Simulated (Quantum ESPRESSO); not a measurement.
## Ta3MgTi2Mo2 (input and log of a self-consistent run)

A calculation, not a measurement. The program is pw.x of Quantum ESPRESSO 7.5 (plane-wave density functional theory). The cell is made up: eight metal atoms on a hexagonal close-packed lattice, with elements, volume, strain and displacements drawn at random and not relaxed, so it may be unstable or far from any real phase. PseudoDojo standard norm-conserving files set the functional (PBE unless stated); there is no spin polarisation or spin-orbit coupling, the Fermi-Dirac width of 0.25 eV means electrons at about 2900 K, and the masses in the input are unused placeholders. Heavy elements are run without spin-orbit coupling, which real alloys of them have. A spin test at this wide smearing found no moment, but such smearing suppresses magnetism that the real alloy may have.

Input:

```
&control calculation='scf', pseudo_dir='./dojo.nc.sr.pbe.v0_5.standard.upf', outdir='./o', disk_io='minimal', tprnfor=.true., tstress=.true. /
&system ibrav=0, nat=8, ntyp=4, nbnd=68, ecutwfc=84.00895049, nosym=.true., tot_charge=0,
 occupations='smearing', smearing='fd', degauss=0.0183746611
/
&electrons conv_thr=1.470e-08, electron_maxstep=70, mixing_beta=0.5 /
ATOMIC_SPECIES
Mg 1.0 Mg.upf
Mo 1.0 Mo.upf
Ta 1.0 Ta.upf
Ti 1.0 Ti.upf
CELL_PARAMETERS angstrom
-2.9444 0.0397 -0.0013
-0.0688 5.1157 -0.0546
1.5023 -2.4733 -9.6906
ATOMIC_POSITIONS angstrom
Ta 0.0162 0.0728 0.0273
Mg -0.0645 1.7434 -2.4288
Ti 0.0289 0.0572 -4.7695
Ta -0.0536 1.6768 -7.3091
Ta -1.5947 2.5417 0.0191
Ti -1.4346 4.3453 -2.5873
Mo -1.3375 2.6782 -4.9524
Mo -1.3597 -0.7884 -7.3285
K_POINTS automatic
8 5 3 1 1 1
```

The log is shortened where brackets say so; the opening notice, blank lines, dates and the lines on written files are dropped, and the path of the files is cut. It prints rydbergs, bohrs and kilobars, and counts compression as positive stress. Its total energy is the free energy E - TS of the whole cell.

```
     Program PWSCF v.7.5
     Parallel version (MPI & OpenMP), running on       4 processor cores
     Number of MPI processes:                 4
     Threads/MPI process:                     1
     [start-up lines left out]
     bravais-lattice index     =            0
     lattice parameter (alat)  =       5.5646  a.u.
     unit-cell volume          =     987.5779 (a.u.)^3
     number of atoms/cell      =            8
     number of atomic types    =            4
     number of electrons       =       101.00
     number of Kohn-Sham states=           68
     kinetic-energy cutoff     =      84.0090  Ry
     charge density cutoff     =     336.0358  Ry
     scf convergence threshold =      1.5E-08
     mixing beta               =       0.5000
     number of iterations used =            8  plain     mixing
     Exchange-correlation= PBE
                           (   1   4   3   4   0   0   0)
     [axes and pseudopotential details left out]
   Cartesian axes
     site n.     atom                  positions (alat units)
         1        Ta     tau(   1) = (   0.0055015   0.0247227   0.0092710  )
         2        Mg     tau(   2) = (  -0.0219040   0.5920532  -0.8248129  )
         3        Ti     tau(   3) = (   0.0098143   0.0194249  -1.6197073  )
         4        Ta     tau(   4) = (  -0.0182024   0.5694360  -2.4821475  )
         5        Ta     tau(   5) = (  -0.5415551   0.8631534   0.0064863  )
         6        Ti     tau(   6) = (  -0.4871857   1.4756503  -0.8786390  )
         7        Mo     tau(   7) = (  -0.4542108   0.9095083  -1.6818195  )
         8        Mo     tau(   8) = (  -0.4617499  -0.2677382  -2.4887356  )
     number of k points=    60  Fermi-Dirac smearing, width (Ry)=  0.0184
                       cart. coord. in units 2pi/alat
        k(    1) = (  -0.0617186   0.0559363  -0.0744892), wk =   0.0333333
        k(    2) = (  -0.0617787   0.0580917   0.1275304), wk =   0.0333333
     [further k points left out]
     Dense  grid:   102783 G-vectors     FFT dimensions: (  36,  60, 120)
     Estimated max dynamical RAM per process >     386.06 MB
     Estimated total dynamical RAM >       1.43 GB
     Initial potential from superposition of free atoms
     starting charge     100.9904, renormalised to     101.0000
     Starting wfcs are   75 randomized atomic wfcs
     total cpu time spent up to now is       11.6 secs
     per-process dynamical memory:   310.0 Mb
     Self-consistent Calculation
     iteration #  1     ecut=    84.01 Ry     beta= 0.50
     Davidson diagonalization with overlap
     ethr =  1.00E-02,  avg # of iterations =  2.7
     total cpu time spent up to now is       39.3 secs
     total energy              =   -1026.53148511 Ry
     estimated scf accuracy    <       2.23889717 Ry
     iteration #  2     ecut=    84.01 Ry     beta= 0.50
     Davidson diagonalization with overlap
     ethr =  2.22E-03,  avg # of iterations =  6.1
     total cpu time spent up to now is       72.2 secs
     total energy              =   -1024.21441845 Ry
     estimated scf accuracy    <      69.15320503 Ry
     iteration #  3     ecut=    84.01 Ry     beta= 0.50
     Davidson diagonalization with overlap
     ethr =  2.22E-03,  avg # of iterations =  6.1
     total cpu time spent up to now is      103.8 secs
     total energy              =   -1027.22271454 Ry
     estimated scf accuracy    <      11.40466290 Ry
     iteration #  4     ecut=    84.01 Ry     beta= 0.50
     Davidson diagonalization with overlap
     ethr =  2.22E-03,  avg # of iterations =  2.5
     total cpu time spent up to now is      125.9 secs
     total energy              =   -1027.75637171 Ry
     estimated scf accuracy    <       0.90297146 Ry
     iteration #  5     ecut=    84.01 Ry     beta= 0.50
     Davidson diagonalization with overlap
     ethr =  8.94E-04,  avg # of iterations =  2.8
     total cpu time spent up to now is      147.7 secs
     total energy              =   -1027.78472335 Ry
     estimated scf accuracy    <       1.18902986 Ry
     [iterations 6 to 17 left out]
     iteration # 18     ecut=    84.01 Ry     beta= 0.50
     Davidson diagonalization with overlap
     ethr =  2.60E-09,  avg # of iterations =  2.1
     total cpu time spent up to now is      486.1 secs
     total energy              =   -1027.83622691 Ry
     estimated scf accuracy    <       0.00000130 Ry
     iteration # 19     ecut=    84.01 Ry     beta= 0.50
     Davidson diagonalization with overlap
     ethr =  1.29E-09,  avg # of iterations =  1.8
     total cpu time spent up to now is      510.2 secs
     total energy              =   -1027.83622698 Ry
     estimated scf accuracy    <       0.00000031 Ry
     iteration # 20     ecut=    84.01 Ry     beta= 0.50
     Davidson diagonalization with overlap
     ethr =  3.09E-10,  avg # of iterations =  2.9
     total cpu time spent up to now is      541.0 secs
     total energy              =   -1027.83622697 Ry
     estimated scf accuracy    <       0.00000173 Ry
     iteration # 21     ecut=    84.01 Ry     beta= 0.50
     Davidson diagonalization with overlap
     ethr =  3.09E-10,  avg # of iterations =  2.1
     total cpu time spent up to now is      561.8 secs
     total energy              =   -1027.83622706 Ry
     estimated scf accuracy    <       0.00000002 Ry
     iteration # 22     ecut=    84.01 Ry     beta= 0.50
     Davidson diagonalization with overlap
     ethr =  1.61E-11,  avg # of iterations =  4.9
     total cpu time spent up to now is      585.5 secs
     End of self-consistent calculation
     [lines on levels left out]
!    total energy              =   -1027.83622706 Ry
     estimated scf accuracy    <          8.4E-09 Ry
     smearing contrib. (-TS)   =      -0.16023066 Ry
     internal energy E=F+TS    =   -1027.67599640 Ry
     The total energy is F=E-TS. E is the sum of the following terms:
     one-electron contribution =    -294.06173496 Ry
     hartree contribution      =     183.49432695 Ry
     xc contribution           =    -180.53997515 Ry
     ewald contribution        =    -736.56861323 Ry
     convergence has been achieved in  22 iterations
     Forces acting on atoms (cartesian axes, Ry/au):
     atom    1 type  3   force =    -0.00779196   -0.02072417   -0.01994640
     atom    2 type  1   force =     0.00891736    0.00799772   -0.01783543
     atom    3 type  4   force =     0.01221471   -0.00812103   -0.03706718
     atom    4 type  3   force =    -0.00139875    0.00850219    0.03514166
     atom    5 type  3   force =     0.00250424    0.03553341   -0.02772823
     atom    6 type  4   force =    -0.02023482   -0.01672144    0.01660424
     atom    7 type  2   force =     0.00522376    0.01098114    0.00587562
     atom    8 type  2   force =     0.00056545   -0.01744782    0.04495571
     Total force =     0.098786     Total SCF correction =     0.000263
     Computing stress (Cartesian axis) and pressure
          total   stress  (Ry/bohr**3)                   (kbar)     P=      -24.06
  -0.00032953   0.00000443   0.00011863          -48.48        0.65       17.45
   0.00000443  -0.00019754  -0.00006614            0.65      -29.06       -9.73
   0.00011863  -0.00006614   0.00003636           17.45       -9.73        5.35
     init_run     :     11.07s CPU     11.48s WALL (       1 calls)
     electrons    :    563.36s CPU    573.91s WALL (       1 calls)
     forces       :      3.71s CPU      3.73s WALL (       1 calls)
     stress       :     12.27s CPU     12.27s WALL (       1 calls)
     [timing details left out]
     PWSCF        :   9m50.54s CPU  10m 1.64s WALL
     JOB DONE.
```

In other units: free energy -13984.424 eV for the cell, pressure -2.41 GPa, largest force component 1.156 eV/Å in size. The run took 603 s of wall time with four MPI processes on a shared machine (Intel Xeon, 2023 or later, virtual cores), so the time is rough. A rerun of this cell at a higher cutoff and on a denser mesh moved values by no more than 0.004 eV in energy, 0.04 GPa in stress and 0.005 eV/Å in force, and a second program with other atomic files agreed on that cell to 2 % rms in force and 0.5 GPa in pressure.